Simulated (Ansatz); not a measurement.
SiC:
```
SiC
1.0
    3.07776     0.00000     0.00000
   -1.53888     2.66541     0.00000
    0.00000     0.00000    10.07751
Si C
4 4
Direct
  0.66667   0.33333   0.93784
  0.33333   0.66667   0.43784
  0.00000   0.00000   0.68789
  0.00000   0.00000   0.18789
  0.66667   0.33333   0.74980
  0.33333   0.66667   0.24980
  0.00000   0.00000   0.50046
  0.00000   0.00000   0.00046
```

Relaxed with r²SCAN.

Q: Map the valence electron density (e/Å³), cut off at 0.9 on the plane through (0.667, 0.333, 0.938) spanned by u = [0, 0, 1] and v = [1, -1, 0] in lattice vectors, from plane-wave PAW r²SCAN (Ansatz code).

A: x is the fraction of u, y of v (the angle between them is 90°; rows are the nearest grid lines); atoms in the plane: Si at (0.00, 0.00), Si at (0.50, 0.67), Si at (0.75, 0.33), Si at (0.25, 0.33), C at (0.81, 0.00), C at (0.31, 0.67), C at (0.56, 0.33), C at (0.06, 0.33).
```
| ..:.                      :+@@@@@@@#-. |
|..::..                     :+@@@@@@@#-..|
|.:-:..    ...       .      .=@@@@@@#+-..|
|:--:.   ..:-=-::....::..   .:=*#*+-:::::|
|:::..   .:=*#*+-::::--:.   ..:-=-::....:|
|....    .-*@@@@*==-:--:..   ..::..    ..|
| .      .=@@@@@@#+-.:-:..    ...        |
|        :+@@@@@@@#-..::..               |
|        :+@@@@@@@#-...:.                |
| ..     :=@@@@@@#+-:-=-:.     .         |
|.::..  .:=%@@@@#+=--**+-..  .....     ..|
|:-=-::..:=#@@@*=-:-=%%*=::...:::..   ..:|
|=*#*+--:-=*%%*=::::=@@@#=-::::--:.   .:=|
|*@@@@*+=--=**+-...:=@@@@#+=-::--:.   .-*|
|@@@@@@#+-::-=-:. .:=@@@@@#+-..:::..  :=@|
|@@@@@@@#-. ..:.   :+@@@@@@#-. ..:.   :+@|
|@@@@@@@#-...::.   :+@@@@@@#-...::..  :+@|
|@@@@@@#+-..:::..  :=@@@@@#+-::-=-:. .:=@|
|%@@@@#+=-::--:.   .-@@@@*+=--=**+-...:=%|
|#@@@#=-::::--:.   .:*#*+--:-=*%%*=::::=#|
|*%%*=::...:::..   ..-=-::..:=#@@@*=-:-=*|
|:-=-:.     .        ..     :=@@@@@@#+-::|
|..:::.                     :+@@@@@@@#-..|
| ..:.                      :+@@@@@@@#-. |
```
Scale: ten equal steps from 0.042 (start of ' ') to 0.900 (end of '@'), in the order ' .:-=+*#%@'; x runs from 0.000 to 1.00, y from 0.000 (bottom) to 1.00 (top).

The density is the valence pseudo-density with augmentation charge, so density and ELF within about 1 Å of a nucleus are not all-electron values.

Space group P6_3mc (4H polytype). Symmetry was held in the r²SCAN relaxation; phonons on a q-mesh show no instability.

Potentials: the earlier of the program's two PAW sets.
